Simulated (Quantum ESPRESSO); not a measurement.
# Band energies of Ta3O7F

```xyz
11
Lattice="3.2238 -5.3646 0.0000 3.2238 5.3646 0.0000 0.0000 0.0000 3.8479" Properties=species:S:1:pos:R:3 pbc="T T T"
O      1.2330    -1.5705     0.0000
O      5.2146     1.5705     0.0000
O      1.2330     1.5705     0.0000
O      5.2146    -1.5705     0.0000
O      0.0000     0.0000     1.9240
O      3.2238    -1.9838     1.9240
O      3.2238     1.9838     1.9240
F      3.2238     0.0000     0.0000
Ta     0.0000     0.0000     0.0000
Ta     3.2238    -2.1225     0.0000
Ta     3.2238     2.1225     0.0000
```

norm-conserving PBEsol (Quantum ESPRESSO, 84 Ry, no spin-orbit coupling); path ΓXSRAZΓYX1A1TY,ZT; energies in eV from the valence-band maximum.

```csv
k (1/Å),point,band 40,band 41,band 42,band 43,band 44,band 45,band 46,band 47
0.00,Γ,-1.28,-0.97,-0.84,-0.59,-0.56,2.78,3.12,3.28
0.44,,-1.15,-1.04,-0.99,-0.94,-0.66,2.64,2.72,3.06
0.66,X,-1.01,-0.94,-0.90,-0.86,-0.72,2.42,2.51,2.89
0.66,S,-1.15,-1.04,-0.96,-0.87,-0.66,2.28,2.87,3.31
1.07,,-1.35,-1.15,-0.82,-0.64,-0.51,3.54,4.00,4.19
1.48,R,-1.48,-1.31,-0.78,-0.55,-0.05,3.59,5.30,5.49
1.48,A,-2.11,-1.62,-0.74,-0.23,-0.23,3.51,5.25,5.25
1.70,,-1.81,-1.16,-0.71,-0.60,-0.04,3.52,5.38,5.41
2.14,Z,-1.24,-1.23,-0.36,-0.31,-0.12,3.58,5.34,5.61
2.63,,-1.11,-1.04,-0.78,-0.67,-0.55,3.48,3.87,3.92
2.96,Γ,-1.28,-0.97,-0.84,-0.59,-0.56,2.78,3.12,3.28
3.35,,-1.22,-0.89,-0.88,-0.82,-0.66,2.52,2.89,2.98
3.54,Y,-1.30,-0.86,-0.85,-0.80,-0.68,2.34,2.76,2.94
3.54,X1,-1.01,-0.94,-0.90,-0.86,-0.72,2.42,2.51,2.89
3.82,,-1.33,-1.22,-1.02,-0.87,-0.85,3.29,3.33,3.45
4.09,,-1.98,-1.52,-0.78,-0.37,-0.35,3.48,4.74,4.79
4.36,A1,-2.11,-1.62,-0.74,-0.23,-0.23,3.51,5.25,5.25
4.52,,-1.79,-1.42,-0.75,-0.49,-0.06,3.37,4.97,5.09
4.67,T,-1.69,-1.10,-0.75,-0.74,0.00,3.26,4.85,5.04
4.79,,-1.68,-1.08,-0.75,-0.75,-0.04,3.25,4.84,5.03
5.02,,-1.65,-0.96,-0.83,-0.76,-0.38,3.21,4.32,4.39
5.26,,-1.20,-1.06,-1.06,-0.93,-0.79,3.06,3.16,3.19
5.49,Y,-1.30,-0.86,-0.85,-0.80,-0.68,2.34,2.76,2.94
5.49,Z,-1.24,-1.23,-0.36,-0.31,-0.12,3.58,5.34,5.61
5.64,,-1.42,-1.29,-0.55,-0.18,-0.17,3.56,5.20,5.55
6.07,T,-1.69,-1.10,-0.75,-0.74,0.00,3.26,4.85,5.04
```

The PBEsol gap is indirect, 2.28 eV, from T to S; the smallest direct gap is 2.94 eV.

Spin-orbit coupling is left out, which matters for elements this heavy: edges can move by tenths of an eV.

Geometry of the Materials Project entry, not relaxed at this level.

The structure is a Materials Project entry; no match was found in the copy of COD used, and its stability was not checked.

Letters of k points follow the standard setting of the lattice, whose axes may be ordered differently from the printed cell.
